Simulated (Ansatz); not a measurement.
Theory: DFT PBE, scalar-relativistic, plane waves, PAW in Ansatz 0.2.0. Settings: cutoff 420 eV, Γ-centred meshes spaced at most about 0.3 Å⁻¹, and about 0.25 Å⁻¹ or finer for metals (2π included), Gaussian smearing. No spin polarisation in the final relaxations.

Temperature and zero-point effects are left out. All come from trial cells, and lower structures may exist.

Question: Order these relaxed structures of ZnCd3O4 by energy, lowest first, with the energy over the lowest of them.
A.

```
Zn Cd O
1.0
     4.99873    0.00000    0.00000
     0.00000    4.99873    0.00000
     0.00000    0.00000    4.99873
Zn Cd O
1 3 4
Direct
  0.00000 0.00000 0.00000
  0.00000 0.50000 0.50000
  0.50000 0.00000 0.50000
  0.50000 0.50000 0.00000
  0.76782 0.76782 0.23218
  0.76782 0.23218 0.76782
  0.23218 0.76782 0.76782
  0.23218 0.23218 0.23218
```

B.

```
Zn Cd O
1.0
     3.32530    0.00000    0.00000
     0.00000    3.32530    0.00000
     0.00000    0.00000    9.26878
Zn Cd O
1 3 4
Direct
  0.00000 0.00000 0.00000
  0.50000 0.50000 0.24153
  0.00000 0.00000 0.50000
  0.50000 0.50000 0.75847
  0.00000 0.00000 0.23188
  0.50000 0.50000 0.50000
  0.00000 0.00000 0.76812
  0.50000 0.50000 0.00000
```

Answer: A (0 meV/atom), B (59 meV/atom). Forms: A Zn and Cd ordered on zinc blende sites, P-43m; B Zn and Cd ordered on rock salt sites, P4/mmm. Counting O atoms around Cd and Zn (those within 1.25 times the shortest such distance or 1.15 times the sum of covalent radii, 1.27 where that leaves under three; a plus sign parts nearer from farther groups): A has Zn 4, Cd 4; B has Zn 2+4, Cd 6.

With atoms moved at random, P-43m came back. Other cells relaxed within their symmetry can be saddle points. Some types were kept out of the candidates beforehand, so the set may lack a known form.
